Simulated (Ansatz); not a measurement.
Relaxed-ion elastic tensor of Al$_{2}$Au (fluorite or antifluorite type, Fm-3m) in GPa (Voigt order), LDA (plane waves, PAW; program Ansatz); density 7.89 g/cm³, 17.60 Å³ per atom.

```
 162   101   101   0.0   0.0   0.0
 101   162   101   0.0   0.0   0.0
 101   101   162   0.0   0.0   0.0
 0.0   0.0   0.0  54.4   0.0   0.0
 0.0   0.0   0.0   0.0  54.4   0.0
 0.0   0.0   0.0   0.0   0.0  54.4
```

### Question
Is the crystal mechanically stable?

### Answer
Yes: the smallest eigenvalue of C is 54.4 GPa.

### Question
Work out the Voigt, Reuss and Hill averages.

### Answer
K_V = 121, K_R = 121, K_H = 121; G_V = 44.7, G_R = 41.2, G_H = 42.9 GPa.

### Question
Give Young's modulus, Poisson's ratio, Pugh's ratio and the universal anisotropy index.

### Answer
E = 9KG/(3K + G) = 115 GPa; ν = 0.34; K/G = 2.83 (ductile by the Pugh limit of 1.75); A_U = 5G_V/G_R + K_V/K_R − 6 = 0.43.

### Question
Estimate the sound speeds and the Debye temperature.

### Answer
v_l = √((K + 4G/3)/ρ) = 4760 m/s, v_t = √(G/ρ) = 2330 m/s, mean 2620 m/s; Θ = (h/k)(3n/4πV)^(1/3) v_m = 300 K.

### Question
Give the Zener ratio and Young's modulus along [100], [110] and [111].

### Answer
A = 2C44/(C11 − C12) = 1.80; 1/E = S11 − 2(S11 − S12 − S44/2)Γ with Γ = 0, 1/4, 1/3 gives 83.5, 121, 142 GPa.

The cell was relaxed with LDA under the symmetry of its start. As this level gives no gap, shear constants depend on the k-mesh and smearing (Fermi–Dirac, 0.1 eV here). Scalar-relativistic: spin–orbit coupling is off unless named, which matters more the heavier the elements.

Potentials: the earlier of the program's two PAW sets. The files were generated under PBE; for other functionals the program regenerates the frozen cores, and for LDA and PBEsol the local potential too.
